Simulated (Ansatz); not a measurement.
Relaxed TiC (rock salt):

```yaml
crystal:
  lattice:
    - [0.00000, 4.33303, 4.33303]
    - [2.16652, 0.00000, 2.16652]
    - [2.16652, 2.16652, 0.00000]
  atoms:
    - { symbol: C, position: [0.00000, 0.00000, 0.00000] }
    - { symbol: C, position: [0.50000, 0.00000, 0.00000] }
    - { symbol: Ti, position: [0.25000, 0.50000, 0.50000] }
    - { symbol: Ti, position: [0.75000, 0.50000, 0.50000] }
```

These are PBE (plane waves to 420 eV, PAW, scalar-relativistic; Ansatz, a quantum-chemistry and plane-wave program) values and carry that method's errors. k mesh 15×15×15 (Γ-centred), Fermi-Dirac smearing 0.05 eV. With partly filled bands, energies and forces of such displacements shift with the k mesh and the smearing. TiC is run without spin polarisation. TiC was relaxed with its symmetry unable to fall.

One atom of the cell was then moved (with its periodic images), all else fixed, and the forces (eV/Å) came out as:

```
atom      Fx      Fy      Fz
----  ------  ------  ------
C1    -0.416  -0.741  -0.024
C2    -0.741  -0.416   0.024
Ti3    1.315   1.315   0.000
Ti4   -0.159  -0.159   0.000
```

**Question.** Which atom was moved, and by which vector (Å)?

**Answer.** Ti3, by (-0.12, -0.12, 0.00), 0.18 Å in all.

(A displaced cell: forces are minus the slopes of the energy, force constants its curvatures, and phonons follow from these.)
